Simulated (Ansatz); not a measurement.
This run works on a generated trial structure, not on a known crystal.

Input and command of a plane-wave DFT calculation in Ansatz:

```yaml
crystal:
  lattice:
    - [4.7707865034, 0.0877228096, 0.0662212494]
    - [0.0877228096, 4.7690196859, -0.0370456077]
    - [0.0662212494, -0.0370456077, 4.8122188997]
  atoms:
    - { symbol: B, position: [0.4967096052, -0.0138430856, 0.0239657667] }
    - { symbol: B, position: [0.9771671341, 0.5297476359, 0.9774855357] }
    - { symbol: B, position: [0.0126242925, -0.0358311698, 0.4807052333] }
    - { symbol: Mo, position: [0.4885299603, 0.5116701064, 0.4680309052] }
    - { symbol: P, position: [0.2470750969, 0.2041081812, 0.2526903468] }
    - { symbol: P, position: [0.7065877173, 0.749599885, 0.229486429] }
    - { symbol: P, position: [0.8136768265, 0.2786329974, 0.8057463726] }
    - { symbol: P, position: [0.2576293672, 0.7759154496, 0.7618894107] }
basis:
  ecutwfc: 420
kpoints:
  mp_grid: { grid: [4, 4, 4] }
hamiltonian:
  xc: pbe
scf:
  occupations: { method: gaussian, width: 0.2 }
  lower_state_search: "off"
output:
  forces: true
  stress: true
  eigenvalues: true
relax:
  adjacent_minimum: "off"
  f_tol: 0.025
  max_steps: 60
  cell: { stress_tol: 0.25 }
```

```bash
ansatz run input.yaml --threads 1 --pin off --max-ram 2048MiB --backend cpu --events-out ev --progress --plain --runs-dir out
```

Processor: Arm Neoverse V1, 1 thread, on a host shared with other jobs.

**Question.** How long does it run, and how much memory does it take?

**Answer.** About 110 s, peak memory 0.39 GiB. It solves 30 bands at 36 k points (after reduction by symmetry) with about 2205 plane waves (on the last cell), in 45 SCF iterations over 7 ionic steps.
